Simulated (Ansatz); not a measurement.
# Zone-centre phonons of Ta2Se: input and output

The calculation used Ansatz 0.2.0, DFT PBEsol, scalar-relativistic, plane waves, PAW.

Launched with:
```bash
ansatz run input.yaml --threads 2 --pin off --max-ram 7168MiB --backend cpu --events-out ev --progress --plain --runs-dir out
```

Input (bare energies are in eV):
```yaml
crystal:
  lattice:
    - [3.352522446, 0.0, 0.0]
    - [0.0, 3.352522446, 0.0]
    - [0.0, 0.0, 9.9305025266]
  atoms:
    - { symbol: Ta, position: [0.5, 0.0, 0.7597729894] }
    - { symbol: Ta, position: [0.0, 0.5, 0.2402270106] }
    - { symbol: Ta, position: [0.5, 0.0, 0.0762464358] }
    - { symbol: Ta, position: [0.0, 0.5, 0.9237535642] }
    - { symbol: Se, position: [0.5, 0.0, 0.3622460956] }
    - { symbol: Se, position: [0.0, 0.5, 0.6377539044] }
basis:
  ecutwfc: 420
kpoints:
  mp_grid: { grid: [10, 10, 4] }
hamiltonian:
  xc: pbesol
scf:
  occupations: { method: fermi_dirac, width: 0.15 }
output:
  eigenvalues: true
phonons:
  method: dfpt
  eigenvectors: true
```

The end of the output:
```
--- Phonons (Γ-DFPT): 6 representative perturbations + reference, on 108 of 400 k-points (Σ response iterations 19) ---
  k mesh reduced under 4 symmetry operations, with k and −k counted as one. Each operation leaves every solved displacement unchanged or reverses it
  ASR residual: 7.820e-4 → 0.000e0 eV/Å²; symmetrization residual: 8.539e-6 eV/Å²
  ASR residual per site (eV/Å²): 7.82e-4 7.82e-4 4.26e-4 4.26e-4 9.35e-5 9.35e-5
  Γ frequencies (cm⁻¹): 0.00 0.00 0.00 48.45 48.45 91.62 91.62 98.08 160.68 160.68 167.73 167.73 168.66 181.08 181.08 184.52 184.88 210.94
  non-analytic LO–TO correction: not included (Born effective charges unavailable; polar crystals: no LO–TO splitting at Γ)
```

It took 4.1 min on 2 threads of Arm Neoverse V1, on a shared host, peak memory 2 GiB.

In a metal, frequencies and elastic constants depend on the k mesh and the smearing, soft modes and shear constants most. Spin–orbit coupling is left out, which matters for heavy elements. A semilocal functional can close a gap that the real compound has.